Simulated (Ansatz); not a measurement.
Bi$_{2}$Pd (MoSi2 or CaC2 type, space group No. 139) under volume change, plane-wave PAW r²SCAN (Ansatz code), shape and atoms relaxed at each volume.

```csv
V (Å³/atom),E − E(relaxed) (meV/atom),P (GPa)
22.961,42.8,6.85
23.718,17.4,4.01
24.475,3.9,1.75
25.232,0.0,0.00
25.989,3.2,-1.26
26.746,11.1,-2.04
```

Question: What does a third-order Birch–Murnaghan fit give for V₀, B₀ and B′?

Answer: V₀ = 25.25 Å³/atom, B₀ = 47.8 GPa, B′ = 9.1.

Space group I4/mmm (MoSi2 or CaC2 type). The workflow started from an entry of the Crystallography Open Database (COD), which files this formula under 2 space groups. Its standing as an ambient phase is unchecked. Symmetry was held in the r²SCAN relaxation; its stability against distortions is not shown here. The run is not spin-polarised. Scalar-relativistic: spin–orbit coupling is off unless named, which matters more the heavier the elements.

Potentials: the later of the program's two PAW sets.
